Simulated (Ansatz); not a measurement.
Relaxed ZnS (wurtzite):

```
CELL_PARAMETERS angstrom
      3.80610     0.00000     0.00000
     -1.90305     3.29618     0.00000
      0.00000     0.00000     6.24474
ATOMIC_POSITIONS crystal
  Zn 0.66667 0.33333 0.99975
  Zn 0.33333 0.66667 0.49975
  S  0.66667 0.33333 0.62545
  S  0.33333 0.66667 0.12545
```

Scan: atom 1 (Zn, nearest neighbour S at 2.333 Å; its periodic images, 3.8 Å or more away, move with it) is displaced along Cartesian z, direction (0.000, 0.000, 1.000) in Cartesian axes, by s. The other atoms stay.

All values below come from r2SCAN (plane waves to 500 eV, PAW, scalar-relativistic; Ansatz, a program for electronic structure). k mesh 8×8×5 (Γ-centred), Fermi-Dirac smearing 0.05 eV. E stands for the smeared free energy. Left out: 1 of 11 points, with atoms too close for the PAW data. ZnS was relaxed with its symmetry unable to fall. The zero of ΔE is the undisplaced structure.

```tsv
s (Å)	ΔE (meV/cell)
-0.560	2679
-0.420	1209
-0.280	438
-0.140	91
0.000	0
0.140	64
0.280	214
0.420	withheld
0.560	578
0.700	722
```

Task: Fit a polynomial form (powers 2, 3, 4) to the given rows and predict ΔE at s = 0.420.

Result: Least squares on the 9 given rows: ΔE = (3994)·s² + (-6008)·s³ + (3513)·s⁴, in meV/cell with s in Å; root-mean-square residual 25.1 meV/cell. At 0.420 the fit gives 369 meV/cell; the calculation gives 398 meV/cell, so the interpolation is off by -29 (-7.3 %). The quadratic term alone would give 705 meV/cell.

(A displaced cell: forces are minus the slopes of the energy, force constants its curvatures, and phonons follow from these.)
